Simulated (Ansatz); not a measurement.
Is this MgNi3Te4 structure a true minimum?

It was reached by relaxing an invented guess, and it needn't be the stable form of this composition.

The calculation used Ansatz, DFT PBE, scalar-relativistic, plane waves, PAW. Plane waves to 420 eV, a k mesh through Γ of 12×12×4 on the computed 8-atom cell and Gaussian smearing (0.10 eV); no spin polarisation.

The cell below (8 atoms, space group P-3m1 (No. 164)) is relaxed within its symmetry.

```xyz
8
Lattice="4.1015 0.0000 0.0000 -2.0508 3.5520 0.0000 0.0000 0.0000 11.2348" Properties=species:S:1:pos:R:3 pbc="T T T"
Mg    0.0000    0.0000    0.0000
Ni    0.0000    0.0000    5.6174
Ni    0.0000    0.0000    2.9417
Ni    0.0000    0.0000    8.2930
Te    0.0000    2.3680    1.7562
Te    0.0000    2.3680    6.8680
Te    2.0508    1.1840    4.3667
Te    2.0508    1.1840    9.4786
```

For the test it was strained at random (σ = 1.5 % a component), the atoms were moved at random (σ = 0.15 Å), and all was relaxed again on a coarse 6×6×2 mesh (in the run’s order of axes) with 0.20 eV smearing, with no symmetry imposed.

These runs have no spin–orbit coupling, which can matter for Te. Trial moments died out on the coarse mesh, so the last step has no spin; another magnetic start might hold.

Q: What happens?

A: It returns, within 1 meV/atom of the unmoved cell on that mesh and with the same symmetry when read at 0.1 Å (Cm at 0.01 Å, so small strains and shifts remain). No instability shows in this cell; modes of other wave vectors, which need another repeat, aren't tested.
